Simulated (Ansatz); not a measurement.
# Be$_{4}$Os: zone-centre modes

Level of theory: Ansatz, DFT PBE, scalar-relativistic, plane waves, PAW. Plane waves to 420 eV; Γ-centred k mesh 14×14×14; Fermi-Dirac smearing of 0.15 eV. No spin polarisation. Phonons by linear response, acoustic sum rule imposed.

Equilibrium structure at this level:
```
Be Os
1.0
    -2.78342    2.78342    1.54331
     2.78342   -2.78342    1.54331
     2.78342    2.78342   -1.54331
Be Os
4 1
Direct
  0.79623 0.39068 0.18691
  0.39068 0.20377 0.59445
  0.60932 0.79623 0.40555
  0.20377 0.60932 0.81309
  0.00000 0.00000 0.00000
```

It was reached by relaxing an invented guess, and it needn't be the stable form of this composition. In a metal, frequencies depend on the k mesh and the smearing, soft modes most. Spin–orbit coupling is left out, which matters for heavy elements.

Optical modes at Γ:
```csv
frequency (cm⁻¹),degeneracy
240,2
360,1
379,1
397,1
414,1
538,2
557,2
571,1
577,1
```

All 12 optical modes at Γ are real: no displacement of atoms at fixed cell lowers the energy to second order. Strains and modes at other wave vectors aren't tested by this run.
